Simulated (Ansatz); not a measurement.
Question: Name crystals whose computed values (r²SCAN in the plane-wave PAW code Ansatz) fall in these windows: electron conductivity mass (mₑ) 9.5 to 12; B₀ by P(V) fit (GPa) 22 to 28.

Answer: 

| crystal | electron conductivity mass (mₑ) | B₀ by P(V) fit (GPa) |
|---|---|---|
| Cs2TcF6, P-3m1 (Cs on 2d, Tc on 1a, F on 6i) | 10 | 24.3 |
Others may fit too.

Spin orders computed, not proven ground states: Cs2TcF6, P-3m1 (Cs on 2d, Tc on 1a, F on 6i) ferromagnetic. Standing as an ambient phase not checked: Cs2TcF6, P-3m1 (Cs on 2d, Tc on 1a, F on 6i). The cell was relaxed under the symmetry of its start. Spin–orbit coupling is left out wherever it is not named.

Potentials: the later of the program's two PAW sets.
